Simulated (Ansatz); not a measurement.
Zone-centre phonons of Si₃N₄: input and output

The calculation used DFT PBE, scalar-relativistic, plane waves, PAW (Ansatz).

Launched with:
```bash
ansatz run input.yaml --threads 4 --pin off --max-ram 12288MiB --backend cpu --events-out ev --progress --plain --runs-dir out
```

Input (bare energies are in eV):
```yaml
crystal:
  lattice:
    - [7.663559112, 0.0, 0.0]
    - [-3.831779556, 6.6368368744, 0.0]
    - [0.0, 0.0, 2.9265208518]
  atoms:
    - { symbol: Si, position: [0.7689087242, 0.175006393, 0.3256278414] }
    - { symbol: Si, position: [0.5939023312, 0.7689087242, 0.8256278414] }
    - { symbol: Si, position: [0.824993607, 0.5939023312, 0.3256278414] }
    - { symbol: Si, position: [0.2310912758, 0.824993607, 0.8256278414] }
    - { symbol: Si, position: [0.4060976688, 0.2310912758, 0.3256278414] }
    - { symbol: Si, position: [0.175006393, 0.4060976688, 0.8256278414] }
    - { symbol: "N", position: [0.0308320463, 0.3299984447, 0.3256287738] }
    - { symbol: "N", position: [0.7008336016, 0.0308320463, 0.8256287738] }
    - { symbol: "N", position: [0.6700015553, 0.7008336016, 0.3256287738] }
    - { symbol: "N", position: [0.9691679537, 0.6700015553, 0.8256287738] }
    - { symbol: "N", position: [0.2991663984, 0.9691679537, 0.3256287738] }
    - { symbol: "N", position: [0.3299984447, 0.2991663984, 0.8256287738] }
    - { symbol: "N", position: [0.3333333333, 0.6666666667, -0.1743698454] }
    - { symbol: "N", position: [0.6666666667, 0.3333333333, 0.3256301546] }
basis:
  ecutwfc: 420
kpoints:
  mp_grid: { grid: [6, 6, 8] }
hamiltonian:
  xc: pbe
scf:
  occupations: { method: fixed }
output:
  eigenvalues: true
phonons:
  method: dfpt
  dielectric: true
  rigid_motions: translations
```

The end of the output:
```
--- Phonons (Γ-DFPT): 8 representative perturbations + reference, on 148 of 288 k-points (Σ response iterations 27) ---
  ASR residual: 1.788e-4 → 0.000e0 eV/Å²; symmetrization residual: 1.309e-5 eV/Å²
  The last average, over the group as it would stand without the narrowing to the FFT grids, took up to 1.155e-5 eV/Å² of the zone centre's force constants
  ASR residual per site (eV/Å²): 7.96e-5 8.35e-5 8.97e-5 7.96e-5 8.35e-5 8.97e-5 8.10e-5 8.10e-5 8.10e-5 8.10e-5 8.10e-5 8.10e-5 1.79e-4 1.79e-4
  Γ frequencies (cm⁻¹): 0.00 0.00 0.00 176.59 176.59 197.96 218.77 218.77 240.81 262.69 296.62 296.62 356.15 393.03 408.57 408.57 429.60 429.60 440.39 538.15 547.72 547.72 594.55 594.55 629.94 701.61 822.54 831.81 831.81 835.23 835.23 ...
  ε∞ (high-frequency dielectric tensor):
        4.253935     0.000000     0.000000
        0.000000     4.253935     0.000000
        0.000000     0.000000     4.337238
  ε⁰ (static dielectric tensor: ions relaxed, cell fixed):
        8.240063     0.000000     0.000000
        0.000000     8.240063     0.000000
        0.000000     0.000000     8.190652
  ε⁰ − ε∞ (ionic part):
        3.986128     0.000000     0.000000
        0.000000     3.986128     0.000000
        0.000000     0.000000     3.853414
  softest optical mode at Γ: 176.59 cm⁻¹; the repairs (sum rule, projections) moved no ω² at Γ by more than (4.88 cm⁻¹)²
  Born effective charges Z* (e; rows j = field, columns β = displacement):
    site 0:
         3.39593    0.21348    0.00000
         0.18669    3.31110    0.00000
         0.00000    0.00000    3.39926
    site 1:
         3.15903   -0.04992    0.00000
        -0.07670    3.54800    0.00000
         0.00000    0.00000    3.39926
    site 2:
         3.50559   -0.12338    0.00000
        -0.15017    3.20145    0.00000
         0.00000    0.00000    3.39926
    site 3:
         3.39593    0.21348    0.00000
         0.18669    3.31110    0.00000
         0.00000    0.00000    3.39926
    site 4:
         3.15903   -0.04992    0.00000
        -0.07670    3.54800    0.00000
         0.00000    0.00000    3.39926
    site 5:
         3.50559   -0.12338    0.00000
        -0.15017    3.20145    0.00000
         0.00000    0.00000    3.39926
    site 6:
        -2.71438   -0.71830    0.00000
        -0.72931   -2.02068    0.00000
         0.00000    0.00000   -2.82833
    site 7:
        -1.56727    0.06703    0.00000
         0.05602   -3.16779    0.00000
         0.00000    0.00000   -2.82833
    site 8:
        -2.82094    0.66779    0.00000
         0.65678   -1.91411    0.00000
         0.00000    0.00000   -2.82833
    site 9:
        -2.71438   -0.71830    0.00000
        -0.72931   -2.02068    0.00000
         0.00000    0.00000   -2.82833
    site 10:
        -1.56727    0.06703    0.00000
         0.05602   -3.16779    0.00000
         0.00000    0.00000   -2.82833
    site 11:
        -2.82094    0.66779    0.00000
         0.65678   -1.91411    0.00000
         0.00000    0.00000   -2.82833
    site 12:
        -2.95797   -0.05669    0.00000
         0.05669   -2.95797    0.00000
         0.00000    0.00000   -1.71279
    site 13:
        -2.95797   -0.05669    0.00000
         0.05669   -2.95797    0.00000
         0.00000    0.00000   -1.71279
  Z* charge neutrality: 1.771e-2 e pre-enforcement
  solved inside a basis spanned on kpoints, on 6×6×8 k-points, its susceptibility summed on 6×6×12: ε∞ is read to err by 2.7e-2, Z* by 1.9e-2 e (field_mesh: kpoints solves on kpoints); Z* is corrected for ...
  optical modes at Γ without the LO–TO term, one row a degenerate level:
      ω (cm⁻¹) modes IR ((D/Å)²/amu)
        176.59      2             0.0000
        197.96      1             0.0000
        218.77      2             0.0000
        240.81      1             0.0000
        262.69      1             0.0000
        296.62      2             0.0000
        356.15      1             8.3701
        393.03      1             0.0000
        408.57      2            26.1292
        429.60      2             0.0000
        440.39      1             0.0000
        538.15      1             0.0000
        547.72      2            21.8695
        594.55      2             0.0000
        629.94      1             0.0000
        701.61      1             0.0000
        822.54      1           137.3007
        831.81      2             0.0000
        835.23      2             0.0000
        849.08      1             0.0000
        859.62      2           233.0016
        891.88      2             0.0000
        904.66      1             0.0000
        992.76      2            11.4596
       1005.79      2             0.0000
       1026.80      1             0.0000
  optical modes at Γ + LO–TO along q̂ = [1.0000, 0.0000, 0.0000]:
      ω (cm⁻¹) modes IR ((D/Å)²/amu)
        176.59      2             0.0000
        197.96      1             0.0000
        218.77      2             0.0000
        240.81      1             0.0000
        262.69      1             0.0000
        296.62      2             0.0000
        356.15      1             8.3701
        393.03      1             0.0000
        408.57      1            13.0646
        429.60      2             0.0000
        433.85      1             2.9309
        440.39      1             0.0000
        538.15      1             0.0000
        547.72      1            10.9347
        567.32      1             3.6518
        594.55      2             0.0000
        629.94      1             0.0000
        701.61      1             0.0000
        822.54      1           137.3007
        831.81      2             0.0000
        835.23      2             0.0000
        849.08      1             0.0000
        859.62      1           116.5008
        891.88      2             0.0000
        904.66      1             0.0000
        981.41      1             6.4019
        992.76      1             5.7298
       1005.79      2             0.0000
       1026.80      1             0.0000
       1100.35      1           133.2453
  optical modes at Γ + LO–TO along q̂ = [0.0000, 1.0000, 0.0000]:
      ω (cm⁻¹) modes IR ((D/Å)²/amu)
        176.59      2             0.0000
        197.96      1             0.0000
        218.77      2             0.0000
        240.81      1             0.0000
        262.69      1             0.0000
        296.62      2             0.0000
        356.15      1             8.3701
        393.03      1             0.0000
        408.57      1            13.0646
        429.60      2             0.0000
        433.85      1             2.9309
        440.39      1             0.0000
        538.15      1             0.0000
        547.72      1            10.9347
        567.32      1             3.6518
        594.55      2             0.0000
        629.94      1             0.0000
        701.61      1             0.0000
        822.54      1           137.3007
        831.81      2             0.0000
        835.23      2             0.0000
        849.08      1             0.0000
        859.62      1           116.5008
        891.88      2             0.0000
        904.66      1             0.0000
        981.41      1             6.4019
        992.76      1             5.7298
       1005.79      2             0.0000
       1026.80      1             0.0000
       1100.35      1           133.2453
  optical modes at Γ + LO–TO along q̂ = [0.0000, 0.0000, 1.0000]:
      ω (cm⁻¹) modes IR ((D/Å)²/amu)
        176.59      2             0.0000
        197.96      1             0.0000
        218.77      2             0.0000
        240.81      1             0.0000
        262.69      1             0.0000
        296.62      2             0.0000
        376.57      1             2.4193
        393.03      1             0.0000
        408.57      2            26.1292
        429.60      2             0.0000
        440.39      1             0.0000
        538.15      1             0.0000
        547.72      2            21.8695
        594.55      2             0.0000
        629.94      1             0.0000
        701.61      1             0.0000
        831.81      2             0.0000
        835.23      2             0.0000
        849.08      1             0.0000
        859.62      2           233.0016
        891.88      2             0.0000
        904.66      1             0.0000
        992.76      2            11.4596
       1005.79      2             0.0000
       1026.80      1             0.0000
       1069.05      1           143.2515
```

It took 2.1 min on 4 threads of AMD EPYC 9R45 96-Core Processor (Zen 5), on a shared host, peak memory 4.1 GiB.